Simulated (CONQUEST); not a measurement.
Set-up for a self-consistent single point of SnSe (Pnma, 8 atoms in the cell; from Materials Project mp-691, changed as shown).

```
CELL_PARAMETERS angstrom
     11.43117     0.00000     0.00000
      0.00000     4.04373     0.00000
      0.00000     0.00000     4.60689
ATOMIC_POSITIONS crystal
  Sn 0.61879 0.75000 0.37655
  Sn 0.38121 0.25000 0.62345
  Sn 0.88121 0.25000 0.87655
  Sn 0.11879 0.75000 0.12345
  Se 0.14855 0.25000 0.50918
  Se 0.85145 0.75000 0.49082
  Se 0.35145 0.75000 0.00918
  Se 0.64855 0.25000 0.99082
```

Method: PBE, numerical atomic orbitals double-zeta with polarisation (the shipped basis), PseudoDojo norm-conserving potentials made for PBE (CONQUEST).

CONQUEST settings:

```
key                                             value
---------------------  ------------------------------
basis                                             DZP
Diag.MPMeshX, Y, Z                              2 4 4
potentials             PseudoDojo norm-conserving PBE
Grid.GridCutoff                                175 Ha
DM.SolutionMethod                              diagon
Diag.kT                                   0.000735 Ha
Diag.GammaCentred                                true
minE.SCTolerance                              1.0e-06
SC.MaxIters                                       100
SC.LinearMixingFactor                             0.3
SC.KerkerPreCondition                            true
SC.KerkerFactor                            0.1 1/bohr
AtomMove.TypeOfRun                             static
```

Results:

| Property | Value |
|---|---|
| Number of valence electrons | 120 |
| Number of bands | 144 |
| Number of k-points after the program's reduction | 28 |
| Size of the basis | 144 |
| Number of SCF iterations | 7 |
| FFT grid | 144 × 48 × 60 |
| Free energy E − TS | -21774.2848 eV |
| Top of the valence band (on the code's own zero) | -4.61 eV |
| Gap on the k-point mesh | 1.03 eV |
| Pressure | 5.62 GPa |
| Largest force (vector length) | 0.835 eV/Å |

Forces (eV/Å):
```tsv
atom	Fx	Fy	Fz
Sn1	-0.612	0.000	0.568
Sn2	0.612	0.000	-0.568
Sn3	0.612	0.000	0.568
Sn4	-0.612	0.000	-0.568
Se5	-0.455	0.000	0.583
Se6	0.455	0.000	-0.583
Se7	0.455	0.000	0.583
Se8	-0.455	0.000	-0.583
```

Stress (GPa, positive for compression):
```
5.82  0.00  0.00
0.00  6.57  0.00
0.00  0.00  4.48
```

The gap is read on the k-point mesh of the run and can differ from the gap over the whole zone at this level.

For comparison: a first run was changed to give this one (lattice scaled by 0.98), and from it to this one the free energy rises by 38.7 meV/atom, the pressure goes from 1.99 to 5.62 GPa, the largest force goes from 0.399 to 0.835 eV/Å and the gap on the mesh goes from 1.151 to 1.026 eV.

The program uses no crystal symmetry, so grid and mesh can part values that symmetry would make equal. The atom-centred basis is finite, which shifts total energies, pressures, gaps and forces against plane waves. The structure comes from a collection of computed structures, made at another level of theory; the collection holds predicted forms beside known ones.

Cost on one core: very roughly 100 core-seconds.
